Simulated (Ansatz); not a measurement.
Geometry optimisation in Ansatz: input, command and trajectory.

```yaml
crystal:
  lattice:
    - [6.4718303995, -2.4583318347, 0.0337682924]
    - [6.4718303995, 2.4583318347, 0.0337682924]
    - [-1.3505254149, 0.0, 5.4147734883]
  atoms:
    - { symbol: Ta, position: [0.895132698, 0.3860080248, 0.2674328746] }
    - { symbol: Ta, position: [0.6139919752, 0.104867302, 0.2325671254] }
    - { symbol: Ta, position: [0.104867302, 0.6139919752, 0.7325671254] }
    - { symbol: Ta, position: [0.3860080248, 0.895132698, 0.7674328746] }
    - { symbol: O, position: [0.896976336, 0.103023664, 0.25] }
    - { symbol: O, position: [0.103023664, 0.896976336, 0.75] }
    - { symbol: O, position: [0.3364160466, 0.4421329677, 1.0225595921] }
    - { symbol: O, position: [0.5578670323, 0.6635839534, 0.4774404079] }
    - { symbol: O, position: [0.6635839534, 0.5578670323, -0.0225595921] }
    - { symbol: O, position: [0.4421329677, 0.3364160466, 0.5225595921] }
    - { symbol: O, position: [0.8656448337, 0.7240061303, 0.3719488928] }
    - { symbol: O, position: [0.2759938697, 0.1343551663, 0.1280511072] }
    - { symbol: O, position: [0.1343551663, 0.2759938697, 0.6280511072] }
    - { symbol: O, position: [0.7240061303, 0.8656448337, 0.8719488928] }
basis:
  ecutwfc: 420
kpoints:
  mp_grid: { grid: [6, 6, 4] }
hamiltonian:
  xc: pbesol
scf:
  occupations: { method: gaussian, width: 0.02 }
output:
  forces: true
  stress: true
  eigenvalues: true
relax:
  adjacent_minimum: "off"
  f_tol: 0.01
  max_steps: 30
  cell: { stress_tol: 0.1, fix: [volume] }
```

```bash
ansatz run input.yaml --threads 4 --pin off --max-ram 10240MiB --backend cpu --events-out ev --progress --plain --runs-dir out
```

The calculation used DFT PBEsol, scalar-relativistic, plane waves, PAW in Ansatz 0.2.0.

The volume is held at 1.03 times that of the relaxed cell.

Of 8 frames 7 are shown, positions in Å and forces in eV/Å; the SCF threshold varies from step to step. Steps run on the plane waves of an earlier cell, with a Pulay correction in the pressure. The basis is chosen afresh for the last frame, the zero of the energies, and at times for earlier ones too; energy and pressure can step there, also at an unchanged geometry. Where two frames share a geometry here, they differ by under 2 meV/atom and 0.3 GPa. The mark taken_back stands on steps that the optimiser undid.

```xyz
14
Lattice="6.4718 -2.4583 0.0338 6.4718 2.4583 0.0338 -1.3505 0.0000 5.4148" Properties=species:S:1:pos:R:3:forces:R:3 pbc="T T T" step=1 free_energy_over_end_meV_per_atom=4.63 pressure_GPa=-7.40
Ta    7.9302   -1.2516    1.4913   -0.1023    0.1835   -0.1766
Ta    4.3382   -1.2516    1.2836    0.1023    0.1835    0.1766
Ta    3.6630    1.2516    3.9910    0.1023   -0.1835    0.1766
Ta    7.2549    1.2516    4.1987   -0.1023   -0.1835   -0.1766
O     6.1342   -1.9518    1.3875    0.0000    0.3904    0.0000
O     5.4589    1.9518    4.0948    0.0000   -0.3904    0.0000
O     3.6576    0.2599    5.5632   -0.1441    0.0338   -0.3320
O     7.2602    0.2599    2.6265    0.1441    0.0338    0.3320
O     7.9355   -0.2599   -0.0809    0.1441   -0.0338    0.3320
O     4.3329   -0.2599    2.8558   -0.1441   -0.0338   -0.3320
O     9.7856   -0.3482    2.0677    0.0166    0.0926    0.0245
O     2.4828   -0.3482    0.7072   -0.0166    0.0926   -0.0245
O     1.8075    0.3482    3.4146   -0.0166   -0.0926   -0.0245
O     9.1104    0.3482    4.7751    0.0166   -0.0926    0.0245
14
Lattice="6.4436 -2.4680 0.0578 6.4436 2.4680 0.0578 -1.3245 0.0000 5.4123" Properties=species:S:1:pos:R:3:forces:R:3 pbc="T T T" step=2 free_energy_over_end_meV_per_atom=0.54 pressure_GPa=-3.99
Ta    7.9138   -1.2450    1.5412   -0.1379   -0.0135   -0.1124
Ta    4.3111   -1.2450    1.2805    0.1379   -0.0135    0.1124
Ta    3.6488    1.2450    3.9867    0.1379    0.0135    0.1124
Ta    7.2515    1.2450    4.2474   -0.1379    0.0135   -0.1124
O     6.1124   -1.9007    1.4109    0.0000    0.1037    0.0000
O     5.4502    1.9007    4.1170    0.0000   -0.1037    0.0000
O     3.6334    0.2476    5.5396    0.0237   -0.0086   -0.0749
O     7.2669    0.2476    2.6945   -0.0237   -0.0086    0.0749
O     7.9291   -0.2476   -0.0117   -0.0237    0.0086    0.0749
O     4.2957   -0.2476    2.8334    0.0237    0.0086   -0.0749
O     9.7558   -0.3308    2.1081    0.0237   -0.0482    0.0231
O     2.4691   -0.3308    0.7136   -0.0237   -0.0482   -0.0231
O     1.8068    0.3308    3.4198   -0.0237    0.0482   -0.0231
O     9.0935    0.3308    4.8143    0.0237    0.0482    0.0231
14
Lattice="6.4485 -2.4599 0.0805 6.4485 2.4599 0.0805 -1.3066 0.0000 5.4216" Properties=species:S:1:pos:R:3:forces:R:3 pbc="T T T" step=3 free_energy_over_end_meV_per_atom=0.19 pressure_GPa=-3.52
Ta    7.9229   -1.2423    1.5733    0.0081   -0.0753   -0.0148
Ta    4.3209   -1.2423    1.2986   -0.0081   -0.0753    0.0148
Ta    3.6676    1.2423    4.0094   -0.0081    0.0753    0.0148
Ta    7.2696    1.2423    4.2841    0.0081    0.0753   -0.0148
O     6.1219   -1.8859    1.4359    0.0000   -0.0158    0.0000
O     5.4686    1.8859    4.1467    0.0000    0.0158    0.0000
O     3.6583    0.2407    5.5557    0.0088    0.0113   -0.0246
O     7.2789    0.2407    2.7378   -0.0088    0.0113    0.0246
O     7.9322   -0.2407    0.0270   -0.0088   -0.0113    0.0246
O     4.3116   -0.2407    2.8449    0.0088   -0.0113   -0.0246
O     9.7714   -0.3369    2.1498    0.0430    0.0612   -0.0381
O     2.4724   -0.3369    0.7221   -0.0430    0.0612    0.0381
O     1.8191    0.3369    3.4329   -0.0430   -0.0612    0.0381
O     9.1181    0.3369    4.8606    0.0430   -0.0612   -0.0381
14
Lattice="6.4483 -2.4616 0.0759 6.4483 2.4616 0.0759 -1.3104 0.0000 5.4188" Properties=species:S:1:pos:R:3:forces:R:3 pbc="T T T" step=4 free_energy_over_end_meV_per_atom=0.09 pressure_GPa=-3.52
Ta    7.9205   -1.2444    1.5685    0.0075   -0.0346   -0.0222
Ta    4.3210   -1.2444    1.2928   -0.0075   -0.0346    0.0222
Ta    3.6658    1.2444    4.0022   -0.0075    0.0346    0.0222
Ta    7.2653    1.2444    4.2779    0.0075    0.0346   -0.0222
O     6.1207   -1.8893    1.4306    0.0000   -0.0178    0.0000
O     5.4655    1.8893    4.1401    0.0000    0.0178    0.0000
O     3.6562    0.2393    5.5463   -0.0012    0.0013   -0.0148
O     7.2749    0.2393    2.7338    0.0012    0.0013    0.0148
O     7.9300   -0.2393    0.0244    0.0012   -0.0013    0.0148
O     4.3114   -0.2393    2.8369   -0.0012   -0.0013   -0.0148
O     9.7711   -0.3351    2.1387    0.0174    0.0273   -0.0075
O     2.4703   -0.3351    0.7226   -0.0174    0.0273    0.0075
O     1.8152    0.3351    3.4320   -0.0174   -0.0273    0.0075
O     9.1159    0.3351    4.8481    0.0174   -0.0273   -0.0075
14
Lattice="6.4485 -2.4618 0.0783 6.4485 2.4618 0.0783 -1.3084 0.0000 5.4178" Properties=species:S:1:pos:R:3:forces:R:3 pbc="T T T" step=5 free_energy_over_end_meV_per_atom=0.06 pressure_GPa=-3.51
Ta    7.9208   -1.2463    1.5720   -0.0134   -0.0058   -0.0197
Ta    4.3220   -1.2463    1.2935    0.0134   -0.0058    0.0197
Ta    3.6677    1.2463    4.0024    0.0134    0.0058    0.0197
Ta    7.2666    1.2463    4.2809   -0.0134    0.0058   -0.0197
O     6.1214   -1.8924    1.4328    0.0000   -0.0046    0.0000
O     5.4672    1.8924    4.1417    0.0000    0.0046    0.0000
O     3.6588    0.2372    5.5436   -0.0040   -0.0014   -0.0091
O     7.2756    0.2372    2.7398    0.0040   -0.0014    0.0091
O     7.9298   -0.2372    0.0308    0.0040    0.0014    0.0091
O     4.3130   -0.2372    2.8347   -0.0040    0.0014   -0.0091
O     9.7728   -0.3338    2.1413    0.0003    0.0070    0.0014
O     2.4700   -0.3338    0.7242   -0.0003    0.0070   -0.0014
O     1.8158    0.3338    3.4331   -0.0003   -0.0070   -0.0014
O     9.1186    0.3338    4.8503    0.0003   -0.0070    0.0014
14
Lattice="6.4442 -2.4598 0.0780 6.4442 2.4598 0.0780 -1.3078 0.0000 5.4260" Properties=species:S:1:pos:R:3:forces:R:3 pbc="T T T" step=6 free_energy_over_end_meV_per_atom=0.06 pressure_GPa=-3.47 taken_back
Ta    7.9155   -1.2449    1.5719   -0.0006   -0.0151    0.0040
Ta    4.3190   -1.2449    1.2971    0.0006   -0.0151   -0.0040
Ta    3.6651    1.2449    4.0102    0.0006    0.0151   -0.0040
Ta    7.2616    1.2449    4.2849   -0.0006    0.0151    0.0040
O     6.1173   -1.8949    1.4345    0.0000    0.0054    0.0000
O     5.4634    1.8949    4.1476    0.0000   -0.0054    0.0000
O     3.6584    0.2338    5.5485    0.0038    0.0010   -0.0013
O     7.2684    0.2338    2.7466   -0.0038    0.0010    0.0013
O     7.9223   -0.2338    0.0336   -0.0038   -0.0010    0.0013
O     4.3123   -0.2338    2.8354    0.0038   -0.0010   -0.0013
O     9.7649   -0.3310    2.1433    0.0009   -0.0060    0.0162
O     2.4696   -0.3310    0.7257   -0.0009   -0.0060   -0.0162
O     1.8157    0.3310    3.4387   -0.0009    0.0060   -0.0162
O     9.1110    0.3310    4.8564    0.0009    0.0060    0.0162
14
Lattice="6.4474 -2.4611 0.0788 6.4474 2.4611 0.0788 -1.3077 0.0000 5.4202" Properties=species:S:1:pos:R:3:forces:R:3 pbc="T T T" step=8 free_energy_over_end_meV_per_atom=0.00 pressure_GPa=-3.47
Ta    7.9191   -1.2467    1.5727    0.0040    0.0017   -0.0055
Ta    4.3218   -1.2467    1.2951   -0.0040    0.0017    0.0055
Ta    3.6680    1.2467    4.0052   -0.0040   -0.0017    0.0055
Ta    7.2652    1.2467    4.2828    0.0040   -0.0017   -0.0055
O     6.1205   -1.8941    1.4339    0.0000   -0.0042    0.0000
O     5.4666    1.8941    4.1440    0.0000    0.0042    0.0000
O     3.6594    0.2353    5.5442    0.0006   -0.0032   -0.0017
O     7.2738    0.2353    2.7438   -0.0006   -0.0032    0.0017
O     7.9277   -0.2353    0.0337   -0.0006    0.0032    0.0017
O     4.3132   -0.2353    2.8341    0.0006    0.0032   -0.0017
O     9.7707   -0.3323    2.1441    0.0004    0.0020   -0.0012
O     2.4702   -0.3323    0.7237   -0.0004    0.0020    0.0012
O     1.8164    0.3323    3.4338   -0.0004   -0.0020    0.0012
O     9.1168    0.3323    4.8542    0.0004   -0.0020   -0.0012
```

It took 3.6 min on 4 threads of AMD EPYC (Zen 3), on a shared host, peak memory 0.91 GiB.

Spin–orbit coupling is left out, which can shift energies with elements as heavy as these.